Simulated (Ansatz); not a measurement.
A geometry of ScOF away from equilibrium: step 25 of the relaxation of a relaxed ScOF cell, doubled along one cell vector, shaken by Gaussian noise of σ = 0.08 Å a coordinate. These are PBE (plane waves to 420 eV, PAW, scalar-relativistic; Ansatz, an electronic-structure program) values and carry that method's errors. Γ-centred k-mesh 7×4×4 on the run's cell (coarser than for final values), Fermi–Dirac smearing 0.05 eV.

```xyz
12
Lattice="3.7424 0.6018 0.0072 -2.7000 4.9977 -0.0162 0.0107 -0.0078 6.5657" Properties=species:S:1:pos:R:3:forces:R:3 pbc="T T T" free_energy=-14068.301 pressure_GPa=9.2
Sc    -0.4702    -0.1566     2.3252    0.0073    0.0020    0.0018
Sc    -0.8059     2.7082     4.2481   -0.0073   -0.0020   -0.0018
Sc    -0.5004    -0.1986    -0.6790    0.0012   -0.0019   -0.0008
Sc    -0.7864     2.7580     0.6866   -0.0012    0.0018    0.0007
O      0.0790     1.8000     5.6732    0.0285    0.0057   -0.0005
O     -1.1476     4.1510     5.6594    0.0220    0.0211   -0.0113
O      2.3874     1.3534     0.9074   -0.0285   -0.0057    0.0005
O      0.9140     4.0001     0.9049   -0.0220   -0.0211    0.0113
F      0.1410     1.9104     2.5481    0.0261    0.0060   -0.0060
F     -1.1298     4.2533     2.5638    0.0049    0.0110    0.0131
F      2.3254     1.2430     4.0324   -0.0260   -0.0059    0.0060
F      0.8962     3.8978     4.0005   -0.0049   -0.0110   -0.0132
```

Positions in Å, forces in eV/Å, free energy of the cell in eV (comparable only within this code, potentials and settings). Largest force: 0.03 eV/Å, on O6, O8 (atoms numbered as listed); the geometry lies 0.07 eV/atom above the end of its relaxation.

No spin polarisation in the result.

The end of the path is a generated cell of ScOF: the first start was made by placing the elements on the sites of a structure type, and the end was not matched to a known phase here, so it may be hypothetical.
